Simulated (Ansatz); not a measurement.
## Computed properties of Sb

Sb:
```cif
data_Sb4
_chemical_formula_sum 'Sb4'
_space_group_name_H-M_alt 'P 1'
_space_group_IT_number 1
_cell_length_a 5.73013
_cell_length_b 5.73013
_cell_length_c 5.73013
_cell_angle_alpha 109.471
_cell_angle_beta 109.471
_cell_angle_gamma 109.471
loop_
_space_group_symop_operation_xyz
  'x, y, z'
loop_
_atom_site_label
_atom_site_type_symbol
_atom_site_fract_x
_atom_site_fract_y
_atom_site_fract_z
_atom_site_occupancy
Sb1 Sb 0.69104 0.00000 0.00000 1
Sb2 Sb 0.00000 0.69104 0.00000 1
Sb3 Sb 0.00000 0.00000 0.69104 1
Sb4 Sb 0.30896 0.30896 0.30896 1
```

Space group I-43m (No. 217); conventional cell a = b = c = 6.6166 Å, α = β = γ = 90.00°.

Method: PBE+D3(BJ) (plane waves, PAW; program Ansatz). The cell and atoms are relaxed at this level. Other levels are named where they apply.

Cell and energy:

```json
{
  "volume_per_atom": "36.21 Å³",
  "density": "5.58 g/cm³"
}
```

Electronic structure:

```json
{
 "band_gap": "0.15 eV (direct)",
 "valence_band_maximum": "at Γ",
 "conduction_band_minimum": "at Γ",
 "Electron effective mass, band 1 of 3 at the edge": "0.38 along [100], 0.38 along [110], 1.2 along [111] (mₑ)",
 "Electron effective mass, band 2 of 3 at the edge": "0.38 along [100], 0.068 along [110], 0.033 along [111] (mₑ)",
 "Electron effective mass, band 3 of 3 at the edge": "0.018 along [100], 0.023 along [110], 0.033 along [111] (mₑ)",
 "Hole effective mass, band 1 of 2 at the edge": "4.0 along [100], 0.071 along [110], 0.036 along [111] (mₑ)",
 "Hole effective mass, band 2 of 2 at the edge": "0.018 along [100], 0.024 along [110], 0.036 along [111] (mₑ)",
 "Gap with spin–orbit coupling": "none (metallic)"
}
```

Mechanics:

```json
{
  "Bulk modulus (Birch–Murnaghan fit)": "12.2 GPa",
  "Pressure derivative B′": "7.4"
}
```

The start of the workflow was typed in or built on a structure type; neither database checked (COD, Materials Project) lists it. It is not the phase usual at ambient conditions (space group No. 166). Symmetry was held in the PBE+D3(BJ) relaxation; its stability against distortions is not shown here. Spin–orbit coupling is left out wherever it is not named.

Potentials: the earlier of the program's two PAW sets.
